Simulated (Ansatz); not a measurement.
## An elastic constant from a strain scan in Zr

Theory: DFT r2SCAN, scalar-relativistic, plane waves, PAW in Ansatz. Settings: plane waves to 500 eV, k-mesh 18×18×10 (Γ-centred), Gaussian smearing 0.15 eV. No spin polarisation. Energies are free energies at this smearing, counted from the undisturbed cell; pressure is positive in compression.

Zero of the scan (as given, not relaxed at this level; it stands at 0.9 GPa):

```yaml
crystal:
  lattice:
    - [3.23200, 0.00000, 0.00000]
    - [-1.61600, 2.79899, 0.00000]
    - [0.00000, 0.00000, 5.14700]
  atoms:
    - { symbol: Zr, position: [0.33333, 0.66667, 0.25000] }
    - { symbol: Zr, position: [0.66667, 0.33333, 0.75000] }
```

The cell is strained by ε times the Voigt pattern (0, 1, 0, 0, 0, 0) (xx, yy, zz, yz, xz, xy; engineering shear) with fractional coordinates fixed. The cell holds 2 atoms in V0 = 46.56 Å³. The stress column is τ = (1/V0) dE/dε, got from the stress tensor σ (compression positive) at each point as −det(1 + εP) σ : P(1 + εP)⁻¹, with P the pattern as a tensor.

| ε | ΔE (meV/atom) | τ (GPa) |
| --- | --- | --- |
| -0.0400 | ? | ? |
| -0.0200 | 7.928 | -4.510 |
| 0.0000 | 0.000 | -0.993 |
| 0.0100 | -0.231 | 0.661 |
| 0.0300 | 6.224 | 3.726 |

Problem. Which combination of elastic constants does this scan measure, and how large is it?

Solution. For small ε, τ = τ0 + Kε with K = pᵀCp, which for this pattern is C22 in the Cartesian frame shown. The parabola through τ at ε = -0.0200, 0 and 0.0100 has slope K = 169 GPa at zero. The energies per cell, E = NΔE, of the same two points give K = 2[E(ε₊)/ε₊ − E(ε₋)/ε₋]/[(ε₊ − ε₋)V0] = 171 GPa, in agreement. These are clamped-ion values.

Problem. Predict the withheld row at ε = -0.0400 from the harmonic law, and compare.

Solution. ΔE = V0(τ0 ε + Kε²/2)/N = 25.400 meV/atom and τ = -7.75 GPa. The calculation gives 26.416 meV/atom and -8.24 GPa, a miss of 4.0 % of the harmonic energy, so the harmonic law still holds here.

Forces appear on the atoms along this scan, and letting them relax would lower the energy and soften the response. In a metal these slopes depend on the k mesh and the smearing.